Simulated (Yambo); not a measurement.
Given:

```
Be3N2
1.0
    2.84168     0.00000     0.00000
   -1.42084     2.46097     0.00000
    0.00000     0.00000     9.74684
Be N
6 4
Direct
  0.33333   0.66667   0.07849
  0.66667   0.33333   0.92151
  0.66667   0.33333   0.57849
  0.33333   0.66667   0.42151
  0.00000   0.00000   0.25000
  0.00000   0.00000   0.75000
  0.00000   0.00000   0.00000
  0.00000   0.00000   0.50000
  0.33333   0.66667   0.25000
  0.66667   0.33333   0.75000
```

Workflow: norm-conserving PBEsol (Quantum ESPRESSO, 88 Ry, scalar-relativistic), then G0W0 in Yambo (6×6×2 Γ-centred k mesh, bands 7 to 135 and a 8 Ry block in the screening, 135 bands in G with the Bruneval-Gonze terminator, plasmon pole fitted at 27.2 eV).

Task: Give the PBEsol and G0W0 gaps between the band edges found on this mesh, and say where the edges lie.

Result: Edges: Γ → M. PBEsol: 3.25 eV; G0W0: 4.76 eV. Nearest settings tried, and what they do to the gap: 89 bands in G: +7 meV; 54 bands in W, 54 bands in G: +149 meV; 7 Ry block (141 vectors against 203): -118 meV; 6×6×1 mesh: +17 meV. So the settings aren't converged at that level. 

Geometry of the Materials Project entry, not relaxed at this level.

The structure is a Materials Project entry; no match was found in the copy of COD used, and its stability was not checked.
